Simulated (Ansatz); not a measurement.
Relaxed-ion elastic tensor of MnGe (rock salt, space group No. 225) in GPa (Voigt order), plane-wave PAW PBEsol (Ansatz code); density 6.91 g/cm³, 15.32 Å³ per atom.

```json
[
 {"": "1", "1": "162", "2": "45.0", "3": "45.0", "4": "0.0", "5": "0.0", "6": "0.0"},
 {"": "2", "1": "45.0", "2": "162", "3": "45.0", "4": "0.0", "5": "0.0", "6": "0.0"},
 {"": "3", "1": "45.0", "2": "45.0", "3": "162", "4": "0.0", "5": "0.0", "6": "0.0"},
 {"": "4", "1": "0.0", "2": "0.0", "3": "0.0", "4": "-9.1", "5": "0.0", "6": "0.0"},
 {"": "5", "1": "0.0", "2": "0.0", "3": "0.0", "4": "0.0", "5": "-9.1", "6": "0.0"},
 {"": "6", "1": "0.0", "2": "0.0", "3": "0.0", "4": "0.0", "5": "0.0", "6": "-9.1"}
]
```

Question: Is the crystal mechanically stable?

Answer: No: the smallest eigenvalue of C is -9.1 GPa.

Space group Fm-3m (rock salt). The cell is a constructed one: a structure type filled with these elements; neither database checked (COD, Materials Project) lists it. Its standing as an ambient phase is unchecked. The cell was relaxed with PBEsol under the symmetry of its start. At this level the phase is mechanically unstable. Magnetic state: ferromagnetic, chosen from 3 collinear starts compared on coarse meshes (ties went to the first, and starts can fall back to one state), not a proven ground state. As this level gives no gap, shear constants depend on the k-mesh and smearing (Fermi–Dirac, 0.1 eV here). On the denser mesh and wider smearing of the elastic run this cell carries a stress of 0.8 GPa.

Potentials: the later of the program's two PAW sets.
